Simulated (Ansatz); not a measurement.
input.yaml

```yaml
crystal:
  lattice:
    - [4.408, 0.0, 0.0]
    - [0.0, 4.408, 0.0]
    - [0.0, 0.0, 7.202]
  atoms:
    - { symbol: Ba, position: [0.0, 0.5, 0.215] }
    - { symbol: Ba, position: [0.5, 0.0, 0.785] }
    - { symbol: H, position: [0.0, 0.0, 0.0] }
    - { symbol: H, position: [0.5, 0.5, 0.0] }
    - { symbol: Cl, position: [0.0, 0.5, 0.65] }
    - { symbol: Cl, position: [0.5, 0.0, 0.35] }
basis:
  ecutwfc: 420
kpoints:
  mp_grid: { grid: [6, 6, 4] }
hamiltonian:
  xc: lda
scf:
  occupations: { method: gaussian, width: 0.02 }
output:
  forces: true
  stress: true
  eigenvalues: true
  write_density: true
  write_potential: true
  elf: true
  volumetric_format: npy
relax:
  adjacent_minimum: "off"
  f_tol: 0.005
  max_steps: 80
  cell: { stress_tol: 0.05 }
```

Command:
```bash
ansatz run input.yaml --threads 1 --pin off --max-ram 2560MiB --backend cpu --events-out ev --progress --plain --runs-dir out
```

Method: DFT LDA, scalar-relativistic, plane waves, PAW (Ansatz 0.2.0).

Part of what the program printed, abridged:

```
Pseudopotentials: kind: paw
Pseudopotential: Ba, paw, valence charge 10, recommended cutoff 420 eV (normal)
Pseudopotential: H, paw, valence charge 1, recommended cutoff 420 eV (normal)
Pseudopotential: Cl, paw, valence charge 7, recommended cutoff 420 eV (normal)
Functional definition: SPW92
Crystal: 6 atoms, lattice volume = 139.938 Å³
Basis set: ecut = 420 eV, 2713 PW (Γ)
Bands: 24, of which v1, the nominal top of the filled ones, is band 18 counted from 1 (17 counted from 0)
Symmetry: 16 space group operations
Space group: P4/nmm (ITA 129), of the structure as read, at distance tolerance 5.2e-5 Å
k-points: 30 of 144
Initial density: superposition of atomic densities (neutral atoms: chi_scale 0, normalization atom), corrected by the library's trained network
Initial wavefunctions: pseudopotential atomic-orbital guess
Functional: x = slater, c = lda
SCF iter   1: F=—  HF=-13688.369263 eV  |F-HF|=—  |Δ(HF+E_count)|=         —  Δρ=7.93e-3  dr2=8.47e-2  ethr=1.77e-3  ⟨swp⟩=10.5  Hψ=4454  notcnv=0  defer=1
SCF iter   2: F=—  HF=-13688.344064 eV  |F-HF|=—  |Δ(HF+E_count)|=   2.52e-2  Δρ=3.47e-3  dr2=1.58e-2  ethr=2.35e-4  ⟨swp⟩=2.1  Hψ=1156  notcnv=0  defer=51
SCF iter   3: F=—  HF=-13688.339341 eV  |F-HF|=—  |Δ(HF+E_count)|=   4.72e-3  Δρ=5.33e-4  dr2=2.89e-4  ethr=4.38e-5  ⟨swp⟩=3.2  Hψ=1166  notcnv=0  defer=51
SCF iter   4: F=—  HF=-13688.339347 eV  |F-HF|=—  |Δ(HF+E_count)|=   5.40e-6  Δρ=1.18e-4  dr2=3.01e-5  ethr=8.03e-7  ⟨swp⟩=2.4  Hψ=1165  notcnv=0  defer=51
SCF iter   5: F=—  HF=-13688.339344 eV  |F-HF|=—  |Δ(HF+E_count)|=   2.86e-6  Δρ=2.90e-5  dr2=1.41e-6  ethr=8.36e-8  ⟨swp⟩=3.0  Hψ=1315  notcnv=0  defer=51
SCF iter   6: F=—  HF=-13688.339345 eV  |F-HF|=—  |Δ(HF+E_count)|=   5.89e-7  Δρ=7.19e-6  dr2=1.01e-7  ethr=2.78e-10  ⟨swp⟩=14.4  Hψ=5799  notcnv=0
SCF iter   7: F=-13688.339345 eV  HF=-13688.339345 eV  |F-HF|=2.15e-9  |Δ(HF+E_count)|=   3.27e-8  Δρ=1.62e-6  dr2=5.82e-9  ethr=2.78e-10  ⟨swp⟩=8.3  Hψ=4285  notcnv=0
SCF 1 converged in 7 iterations: F = -13688.339345 eV  dr2 = 5.82e-9
relax step   1: F+E_penalty+E_count = -13688.33934460 eV  Δ(F+E_penalty+E_count) = +0.000e0 eV  max|allowed force component| = 2.136e-1 eV/Å  Δτ_max = 0.0000 Å  P = -3.135 GPa  Ω = 139.938 Å³  (7 SCF iters, dr2 threshold 1.00e-7 eV, accepted)
Crystal: 6 atoms, lattice volume = 123.661 Å³
Basis set: ecut = 420 eV, 2375 PW (Γ)
Initial density: handed on by an earlier stage of this run
Initial wavefunctions: those handed on with the density
SCF iter   1: F=—  HF=-13688.714709 eV  |F-HF|=—  |Δ(HF+E_count)|=         —  Δρ=1.54e-2  dr2=1.15e0  ethr=3.10e-3  ⟨swp⟩=9.1  Hψ=4245  notcnv=0
SCF iter   2: F=—  HF=-13688.416950 eV  |F-HF|=—  |Δ(HF+E_count)|=   2.98e-1  Δρ=5.29e-3  dr2=1.48e-1  ethr=3.10e-3  ⟨swp⟩=3.4  Hψ=1311  notcnv=0  defer=53
SCF iter   3: F=—  HF=-13688.368468 eV  |F-HF|=—  |Δ(HF+E_count)|=   4.85e-2  Δρ=1.72e-3  dr2=7.29e-3  ethr=4.12e-4  ⟨swp⟩=3.0  Hψ=1274  notcnv=0  defer=53
SCF iter   4: F=—  HF=-13688.365746 eV  |F-HF|=—  |Δ(HF+E_count)|=   2.72e-3  Δρ=5.52e-4  dr2=4.20e-4  ethr=2.02e-5  ⟨swp⟩=3.8  Hψ=1515  notcnv=0  defer=53
SCF iter   5: F=—  HF=-13688.365669 eV  |F-HF|=—  |Δ(HF+E_count)|=   7.69e-5  Δρ=1.04e-4  dr2=1.39e-5  ethr=1.17e-6  ⟨swp⟩=2.1  Hψ=1039  notcnv=0  defer=53
SCF iter   6: F=—  HF=-13688.365672 eV  |F-HF|=—  |Δ(HF+E_count)|=   2.61e-6  Δρ=2.39e-5  dr2=8.08e-7  ethr=3.85e-8  ⟨swp⟩=2.1  Hψ=1021  notcnv=0  defer=53
SCF iter   7: F=-13688.365672 eV  HF=-13688.365672 eV  |F-HF|=1.61e-8  |Δ(HF+E_count)|=   3.77e-7  Δρ=4.50e-6  dr2=2.62e-8  ethr=1.67e-9  ⟨swp⟩=16.5  Hψ=6361  notcnv=0
the search or the solves at the SCF's close seem to have found levels that the self-consistency loop had missed (the run counts 1). By its estimate they hold under 1e-12 electrons; where the run keeps them, the occupations were computed again with them
SCF 2 converged in 7 iterations: F = -13688.365672 eV  dr2 = 2.62e-8
relax step   2: F+E_penalty+E_count = -13688.36567214 eV  Δ(F+E_penalty+E_count) = -2.633e-2 eV  max|allowed force component| = 8.138e-1 eV/Å  Δτ_max = 0.1510 Å  P = +1.736 GPa  Ω = 123.661 Å³  energy of the carried Pulay correction = +2.579e-3 eV  (7 SCF iters, dr2 threshold 6.00e-7 eV, accepted)
Crystal: 6 atoms, lattice volume = 125.362 Å³
Basis set: ecut = 420 eV, 2471 PW (Γ)
SCF iter   1: F=—  HF=-13688.632492 eV  |F-HF|=—  |Δ(HF+E_count)|=         —  Δρ=1.20e-2  dr2=6.29e-1  ethr=1.70e-3  ⟨swp⟩=1.0  Hψ=5015  notcnv=0
SCF iter   2: F=—  HF=-13688.472591 eV  |F-HF|=—  |Δ(HF+E_count)|=   1.60e-1  Δρ=3.73e-3  dr2=6.25e-2  ethr=1.70e-3  ⟨swp⟩=3.4  Hψ=1386  notcnv=0  defer=2
SCF iter   3: F=—  HF=-13688.455354 eV  |F-HF|=—  |Δ(HF+E_count)|=   1.72e-2  Δρ=1.04e-3  dr2=1.47e-3  ethr=1.74e-4  ⟨swp⟩=3.1  Hψ=1420  notcnv=0  defer=53
SCF iter   4: F=—  HF=-13688.454939 eV  |F-HF|=—  |Δ(HF+E_count)|=   4.15e-4  Δρ=1.51e-4  dr2=2.44e-5  ethr=4.09e-6  ⟨swp⟩=2.2  Hψ=1111  notcnv=0  defer=53
SCF iter   5: F=—  HF=-13688.454941 eV  |F-HF|=—  |Δ(HF+E_count)|=   2.29e-6  Δρ=2.28e-5  dr2=5.53e-7  ethr=1.67e-9  ⟨swp⟩=14.0  Hψ=6768  notcnv=0
SCF iter   6: F=-13688.454941 eV  HF=-13688.454941 eV  |F-HF|=5.22e-8  |Δ(HF+E_count)|=   6.68e-8  Δρ=6.78e-6  dr2=7.21e-8  ethr=1.54e-9  ⟨swp⟩=6.9  Hψ=4885  notcnv=0
the search or the solves at the SCF's close seem to have found levels that the self-consistency loop had missed (the run counts 1). By its estimate they hold under 1e-12 electrons; where the run keeps them, the occupations were computed again with them
SCF 3 converged in 6 iterations: F = -13688.454941 eV  dr2 = 7.21e-8
relax step   3: F+E_penalty+E_count = -13688.45494090 eV  Δ(F+E_penalty+E_count) = -8.927e-2 eV  max|allowed force component| = 3.940e-1 eV/Å  Δτ_max = 0.1684 Å  P = +0.948 GPa  Ω = 125.362 Å³  energy of the carried Pulay correction = +2.295e-3 eV  (6 SCF iters, dr2 threshold 6.00e-7 eV, accepted)
Crystal: 6 atoms, lattice volume = 128.287 Å³
Basis set: ecut = 420 eV, 2527 PW (Γ)
SCF iter   1: F=—  HF=-13688.489603 eV  |F-HF|=—  |Δ(HF+E_count)|=         —  Δρ=2.79e-3  dr2=2.47e-2  ethr=6.82e-5  ⟨swp⟩=1.6  Hψ=4638  notcnv=0
SCF iter   2: F=—  HF=-13688.483214 eV  |F-HF|=—  |Δ(HF+E_count)|=   6.39e-3  Δρ=1.19e-3  dr2=3.22e-3  ethr=6.82e-5  ⟨swp⟩=3.4  Hψ=1337  notcnv=0
SCF iter   3: F=—  HF=-13688.482437 eV  |F-HF|=—  |Δ(HF+E_count)|=   7.77e-4  Δρ=3.39e-4  dr2=1.54e-4  ethr=8.96e-6  ⟨swp⟩=2.2  Hψ=1203  notcnv=0
SCF iter   4: F=—  HF=-13688.482433 eV  |F-HF|=—  |Δ(HF+E_count)|=   4.68e-6  Δρ=4.17e-5  dr2=3.32e-6  ethr=4.29e-7  ⟨swp⟩=2.2  Hψ=1169  notcnv=0
SCF iter   5: F=-13688.482434 eV  HF=-13688.482434 eV  |F-HF|=2.82e-8  |Δ(HF+E_count)|=   8.63e-7  Δρ=7.93e-6  dr2=1.50e-7  ethr=1.67e-9  ⟨swp⟩=11.7  Hψ=6047  notcnv=0
the search or the solves at the SCF's close seem to have found levels that the self-consistency loop had missed (the run counts 1). By its estimate they hold under 1e-12 electrons; where the run keeps them, the occupations were computed again with them
SCF 4 converged in 5 iterations: F = -13688.482434 eV  dr2 = 1.50e-7
relax step   4: F+E_penalty+E_count = -13688.48243358 eV  Δ(F+E_penalty+E_count) = -2.749e-2 eV  max|allowed force component| = 1.991e-2 eV/Å  Δτ_max = 0.0569 Å  P = -0.135 GPa  Ω = 128.287 Å³  energy of the carried Pulay correction = +1.814e-3 eV  (5 SCF iters, dr2 threshold 6.00e-7 eV, accepted)
Crystal: 6 atoms, lattice volume = 127.869 Å³
SCF iter   1: F=—  HF=-13688.482864 eV  |F-HF|=—  |Δ(HF+E_count)|=         —  Δρ=2.62e-4  dr2=1.54e-4  ethr=4.38e-7  ⟨swp⟩=2.1  Hψ=4306  notcnv=0
SCF iter   2: F=—  HF=-13688.482813 eV  |F-HF|=—  |Δ(HF+E_count)|=   5.09e-5  Δρ=1.20e-4  dr2=3.06e-5  ethr=4.29e-7  ⟨swp⟩=2.1  Hψ=916  notcnv=0
SCF iter   3: F=—  HF=-13688.482797 eV  |F-HF|=—  |Δ(HF+E_count)|=   1.56e-5  Δρ=3.22e-5  dr2=2.00e-6  ethr=8.50e-8  ⟨swp⟩=2.2  Hψ=941  notcnv=0
SCF iter   4: F=—  HF=-13688.482797 eV  |F-HF|=—  |Δ(HF+E_count)|=   5.49e-7  Δρ=7.17e-6  dr2=7.22e-8  ethr=5.55e-9  ⟨swp⟩=2.3  Hψ=1056  notcnv=0
SCF iter   5: F=-13688.482797 eV  HF=-13688.482797 eV  |F-HF|=5.75e-10  |Δ(HF+E_count)|=   4.71e-9  Δρ=1.41e-6  dr2=2.66e-9  ethr=1.62e-10  ⟨swp⟩=8.4  Hψ=4851  notcnv=0
SCF 5 converged in 5 iterations: F = -13688.482797 eV  dr2 = 2.66e-9
relax step   5: F+E_penalty+E_count = -13688.48279682 eV  Δ(F+E_penalty+E_count) = -3.632e-4 eV  max|allowed force component| = 6.771e-3 eV/Å  Δτ_max = 0.0046 Å  P = +0.001 GPa  Ω = 127.869 Å³  energy of the carried Pulay correction = +1.882e-3 eV  (5 SCF iters, dr2 threshold 5.83e-8 eV, accepted)
Crystal: 6 atoms, lattice volume = 127.859 Å³
SCF iter   1: F=—  HF=-13688.482826 eV  |F-HF|=—  |Δ(HF+E_count)|=         —  Δρ=1.12e-4  dr2=2.34e-5  ethr=6.22e-8  ⟨swp⟩=2.1  Hψ=4115  notcnv=0
SCF iter   2: F=—  HF=-13688.482820 eV  |F-HF|=—  |Δ(HF+E_count)|=   6.44e-6  Δρ=4.60e-5  dr2=2.22e-6  ethr=6.22e-8  ⟨swp⟩=2.0  Hψ=908  notcnv=0
SCF iter   3: F=—  HF=-13688.482819 eV  |F-HF|=—  |Δ(HF+E_count)|=   9.92e-7  Δρ=1.20e-5  dr2=7.68e-8  ethr=6.17e-9  ⟨swp⟩=2.0  Hψ=938  notcnv=0
SCF iter   4: F=—  HF=-13688.482819 eV  |F-HF|=—  |Δ(HF+E_count)|=   1.96e-8  Δρ=1.65e-6  dr2=5.40e-9  ethr=2.13e-10  ⟨swp⟩=2.0  Hψ=1170  notcnv=0
SCF iter   5: F=-13688.482819 eV  HF=-13688.482819 eV  |F-HF|=1.60e-10  |Δ(HF+E_count)|=   1.12e-9  Δρ=3.75e-7  dr2=3.28e-10  ethr=7.96e-12  ⟨swp⟩=6.9  Hψ=3743  notcnv=0
SCF 6 converged in 5 iterations: F = -13688.482819 eV  dr2 = 3.28e-10
relax step   6: F+E_penalty+E_count = -13688.48281858 eV  Δ(F+E_penalty+E_count) = -2.175e-5 eV  max|allowed force component| = 2.279e-4 eV/Å  Δτ_max = 0.0027 Å  P = -0.001 GPa  Ω = 127.859 Å³  energy of the carried Pulay correction = +1.884e-3 eV  (5 SCF iters, dr2 threshold 2.87e-9 eV, accepted)
Initial wavefunctions: pseudopotential atomic-orbital guess (no wavefunctions were taken with the density)
SCF iter   1: F=—  HF=-13688.481328 eV  |F-HF|=—  |Δ(HF+E_count)|=         —  Δρ=9.65e-5  dr2=1.23e-6  ethr=2.79e-6  ⟨swp⟩=2.5  Hψ=5830  notcnv=0
SCF iter   2: F=—  HF=-13688.481323 eV  |F-HF|=—  |Δ(HF+E_count)|=   4.74e-6  Δρ=4.91e-5  dr2=2.88e-7  ethr=3.43e-9  ⟨swp⟩=2.0  Hψ=1241  notcnv=0
SCF iter   3: F=—  HF=-13688.481324 eV  |F-HF|=—  |Δ(HF+E_count)|=   6.89e-7  Δρ=3.77e-6  dr2=9.77e-9  ethr=8.01e-10  ⟨swp⟩=2.0  Hψ=812  notcnv=0
SCF iter   4: F=—  HF=-13688.481324 eV  |F-HF|=—  |Δ(HF+E_count)|=  9.31e-10  Δρ=6.60e-7  dr2=1.84e-10  ethr=2.71e-11  ⟨swp⟩=2.0  Hψ=1131  notcnv=0
SCF iter   5: F=-13688.481324 eV  HF=-13688.481324 eV  |F-HF|=0.00e0  |Δ(HF+E_count)|=  5.64e-11  Δρ=7.82e-8  dr2=4.06e-12  ethr=1.00e-12  ⟨swp⟩=6.2  Hψ=3564  notcnv=0
SCF 7 converged in 5 iterations: F = -13688.481324 eV  dr2 = 4.06e-12
SCF converged after 5 iterations
Free energy (F): -13688.481324 eV
Harris-Foulkes:  -13688.481324 eV  (|F-HF|=0.00e0)
Internal energy: -13688.481324 eV  (E = F + TS)
E sigma→0 (E₀):  -13688.481324 eV
Fermi energy:    7.325945 eV
--- Per-component energies (eV) ---
  E_band       = -114.213330
  E_kinetic    = 689.618276
  E_local      = -942.073729  (includes V_loc(G=0)·N_el)
  E_nonlocal   = 183.204478
  E_hartree    = 285.654343
  E_xc         = -566.171789
  E_vxc        = -541.423461  (∫ρ·V_xc dr)
  E_paw        = -11366.790316  (= ΣΔE_a)
  E_vpaw       = -74.845538  (= ΣTr[D̂ρ^β])
  E_aug_tail   = -0.002026  (compensation charges beyond the density's cutoff)
  E_ewald      = -1972.866576
  E_core_change = 0.946015  (= ΣΔE_core)
  E_smearing   =  0.000000  (= −TS)
--- Forces (eV/Å), atoms counted from 1 ---
  atom   1  Ba     0.00000000     0.00000000    -0.00010711
  atom   2  Ba     0.00000000     0.00000000     0.00010711
  atom   3  H      0.00000000     0.00000000     0.00000000
  atom   4  H      0.00000000     0.00000000     0.00000000
  atom   5  Cl     0.00000000     0.00000000    -0.00001276
  atom   6  Cl     0.00000000     0.00000000     0.00001276
--- Stress (GPa, compression-positive) ---
       -0.006459       0.000000       0.000000
        0.000000      -0.006459       0.000000
        0.000000       0.000000      -0.017684
  P = ⅓ Tr σ = -0.0102 GPa (-0.102 kbar)
--- Band table (eV; the first three rows and the last of 30) ---
  k-point 0: bands = ["-19.8462", "-19.7657", "-8.6640", "-8.2945", "-5.2656", "-5.0140", "-5.0140", "-4.8402", "-4.8049", "-4.8049", "2.7728", "3.2429", "3.2429", "3.5588", "3.7909", "3.7909", "4.9551", "5.1242", "9.3504", "10.2084", "10.4773", "10.5627", "10.5627", "11.4173"]
  k-point 1: bands = ["-19.8402", "-19.7718", "-8.6875", "-8.2901", "-5.2938", "-4.9952", "-4.9952", "-4.8250", "-4.8250", "-4.7266", "2.6344", "3.0690", "3.2266", "3.2266", "3.8091", "3.8091", "5.1454", "5.5376", "8.9418", "10.2034", "10.7169", "10.7169", "11.1659", "11.5721"]
  k-point 2: bands = ["-19.8329", "-19.7791", "-8.7092", "-8.2876", "-5.3062", "-4.9704", "-4.9704", "-4.8511", "-4.8511", "-4.6272", "2.5018", "2.7378", "3.2114", "3.2114", "3.8261", "3.8261", "5.1671", "5.9668", "8.6851", "10.0730", "10.9210", "10.9210", "11.8221", "11.8482"]
  k-point 29: bands = ["-19.7446", "-19.7446", "-8.4360", "-8.4360", "-5.5078", "-5.5078", "-5.2313", "-5.2313", "-4.8916", "-4.8916", "2.7571", "2.7571", "2.9547", "2.9547", "3.7512", "3.7512", "5.4458", "5.4458", "11.1865", "11.1865", "11.5975", "11.5975", "13.3145", "13.3145"]
--- Relaxed structure (6 steps of the walk, 6 accepted, 1 SCFs on fresh bases) ---
  F+E_penalty+E_count = -13688.48132409 eV   max|allowed force component| = 1.071e-4 eV/Å   (the final SCF, on the basis selected at the relaxed cell)
  cell:  # Å, volume = 127.8586 Å³
    - [4.28701315, 0.0, 0.0]
    - [0.0, 4.28701315, 0.0]
    - [0.0, 0.0, 6.95697141]
  atoms:
    - { symbol: Ba, position: [0.0, 0.5, 0.20953571] }
    - { symbol: Ba, position: [0.5, 0.0, 0.79046428] }
    - { symbol: H, position: [0.0, 0.0, 0.0] }
    - { symbol: H, position: [0.5, 0.5, 0.0] }
    - { symbol: Cl, position: [0.0, 0.5, 0.65826310] }
    - { symbol: Cl, position: [0.5, 0.0, 0.34173689] }
```

The relaxation met its thresholds.

The run took 55 s on 1 thread of Arm Neoverse V1 (shared host), peak memory 0.4 GiB.